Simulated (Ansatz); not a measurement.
A relaxation computed with Ansatz, from input to last step.

```yaml
crystal:
  lattice:
    - [3.9622513897, 0.0, 0.0]
    - [0.0, 3.9622513897, 0.0]
    - [0.0, 0.0, 3.9942592472]
  atoms:
    - { symbol: Ba, position: [0.5, 0.5, 0.5776388131] }
    - { symbol: Ti, position: [0.0, 0.0, 0.0874837778] }
    - { symbol: O, position: [0.0, 0.5, 0.0674456927] }
    - { symbol: O, position: [0.5, 0.0, 0.0674456927] }
    - { symbol: O, position: [0.0, 0.0, 0.5599830137] }
basis:
  ecutwfc: 500
kpoints:
  mp_grid: { grid: [6, 6, 6] }
hamiltonian:
  xc: r2scan
  hubbard: { sites: [{ species: Ti, l: d, u_eff: 4.0 }] }
scf:
  occupations: { method: gaussian, width: 0.02 }
output:
  forces: true
  stress: true
  eigenvalues: true
relax:
  adjacent_minimum: "off"
  f_tol: 0.008
  max_steps: 50
  cell: { stress_tol: 0.08, p_target: 4.0 }
```

```bash
ansatz run input.yaml --threads 1 --pin off --max-ram 2560MiB --backend cpu --events-out ev --progress --plain --runs-dir out
```

Theory: DFT r2SCAN+U, scalar-relativistic, plane waves, PAW in Ansatz 0.2.0.

Of 9 frames 8 are shown, positions in Å and forces in eV/Å; the SCF threshold varies from step to step. Steps run on the plane waves of an earlier cell, with a Pulay correction in the pressure. The basis is chosen afresh for the last frame, the zero of the energies, and at times for earlier ones too; energy and pressure step there, also at an unchanged geometry. The relaxation lowers the enthalpy F + PV at the target pressure, so the free energy itself can rise.

```xyz
5
Lattice="3.9623 0.0000 0.0000 0.0000 3.9623 0.0000 0.0000 0.0000 3.9943" Properties=species:S:1:pos:R:3:forces:R:3 pbc="T T T" step=1 free_energy_over_end_meV_per_atom=1.59 pressure_GPa=5.24
Ba    1.9811    1.9811    2.3072    0.0000    0.0000   -0.0111
Ti    0.0000    0.0000    0.3494    0.0000    0.0000   -0.1185
O     0.0000    1.9811    0.2694    0.0000    0.0000   -0.0083
O     1.9811    0.0000    0.2694    0.0000    0.0000   -0.0083
O     0.0000    0.0000    2.2367    0.0000    0.0000    0.1462
5
Lattice="3.9717 0.0000 0.0000 0.0000 3.9717 0.0000 0.0000 0.0000 4.0024" Properties=species:S:1:pos:R:3:forces:R:3 pbc="T T T" step=2 free_energy_over_end_meV_per_atom=-0.84 pressure_GPa=3.87
Ba    1.9858    1.9858    2.3079    0.0000    0.0000    0.0285
Ti    0.0000    0.0000    0.3511    0.0000    0.0000   -0.1067
O     0.0000    1.9858    0.2702    0.0000    0.0000    0.0026
O     1.9858    0.0000    0.2702    0.0000    0.0000    0.0026
O     0.0000    0.0000    2.2440    0.0000    0.0000    0.0729
5
Lattice="3.9719 0.0000 0.0000 0.0000 3.9719 0.0000 0.0000 0.0000 4.0013" Properties=species:S:1:pos:R:3:forces:R:3 pbc="T T T" step=3 free_energy_over_end_meV_per_atom=-0.81 pressure_GPa=3.89
Ba    1.9859    1.9859    2.3133    0.0000    0.0000   -0.0298
Ti    0.0000    0.0000    0.3480    0.0000    0.0000   -0.0672
O     0.0000    1.9859    0.2692    0.0000    0.0000    0.0040
O     1.9859    0.0000    0.2692    0.0000    0.0000    0.0040
O     0.0000    0.0000    2.2421    0.0000    0.0000    0.0889
5
Lattice="3.9715 0.0000 0.0000 0.0000 3.9715 0.0000 0.0000 0.0000 3.9990" Properties=species:S:1:pos:R:3:forces:R:3 pbc="T T T" step=4 free_energy_over_end_meV_per_atom=-0.63 pressure_GPa=3.99
Ba    1.9857    1.9857    2.3107    0.0000    0.0000   -0.0204
Ti    0.0000    0.0000    0.3473    0.0000    0.0000   -0.0776
O     0.0000    1.9857    0.2685    0.0000    0.0000    0.0182
O     1.9857    0.0000    0.2685    0.0000    0.0000    0.0182
O     0.0000    0.0000    2.2438    0.0000    0.0000    0.0614
5
Lattice="3.9689 0.0000 0.0000 0.0000 3.9689 0.0000 0.0000 0.0000 4.0053" Properties=species:S:1:pos:R:3:forces:R:3 pbc="T T T" step=5 free_energy_over_end_meV_per_atom=-0.81 pressure_GPa=3.78
Ba    1.9844    1.9844    2.3100    0.0000    0.0000   -0.0084
Ti    0.0000    0.0000    0.3401    0.0000    0.0000   -0.0221
O     0.0000    1.9844    0.2728    0.0000    0.0000   -0.0029
O     1.9844    0.0000    0.2728    0.0000    0.0000   -0.0029
O     0.0000    0.0000    2.2515    0.0000    0.0000    0.0361
5
Lattice="3.9705 0.0000 0.0000 0.0000 3.9705 0.0000 0.0000 0.0000 3.9940" Properties=species:S:1:pos:R:3:forces:R:3 pbc="T T T" step=6 free_energy_over_end_meV_per_atom=-0.37 pressure_GPa=3.99
Ba    1.9852    1.9852    2.2997    0.0000    0.0000    0.0020
Ti    0.0000    0.0000    0.3322    0.0000    0.0000   -0.0373
O     0.0000    1.9852    0.2728    0.0000    0.0000    0.0211
O     1.9852    0.0000    0.2728    0.0000    0.0000    0.0211
O     0.0000    0.0000    2.2543    0.0000    0.0000   -0.0073
5
Lattice="3.9772 0.0000 0.0000 0.0000 3.9772 0.0000 0.0000 0.0000 3.9728" Properties=species:S:1:pos:R:3:forces:R:3 pbc="T T T" step=7 free_energy_over_end_meV_per_atom=0.01 pressure_GPa=4.00
Ba    1.9886    1.9886    2.2754    0.0000    0.0000   -0.0022
Ti    0.0000    0.0000    0.2942    0.0000    0.0000   -0.0030
O     0.0000    1.9886    0.2834    0.0000    0.0000    0.0011
O     1.9886    0.0000    0.2834    0.0000    0.0000    0.0011
O     0.0000    0.0000    2.2665    0.0000    0.0000    0.0029
5
Lattice="3.9757 0.0000 0.0000 0.0000 3.9757 0.0000 0.0000 0.0000 3.9756" Properties=species:S:1:pos:R:3:forces:R:3 pbc="T T T" step=9 free_energy_over_end_meV_per_atom=0.00 pressure_GPa=4.00
Ba    1.9878    1.9878    2.2748    0.0000    0.0000   -0.0002
Ti    0.0000    0.0000    0.2886    0.0000    0.0000   -0.0006
O     0.0000    1.9878    0.2855    0.0000    0.0000    0.0002
O     1.9878    0.0000    0.2855    0.0000    0.0000    0.0002
O     0.0000    0.0000    2.2724    0.0000    0.0000    0.0003
```

It took 2.1 min on 1 thread of Intel(R) Xeon(R) Platinum 8488C (Sapphire Rapids) (shared host), peak memory 0.57 GiB.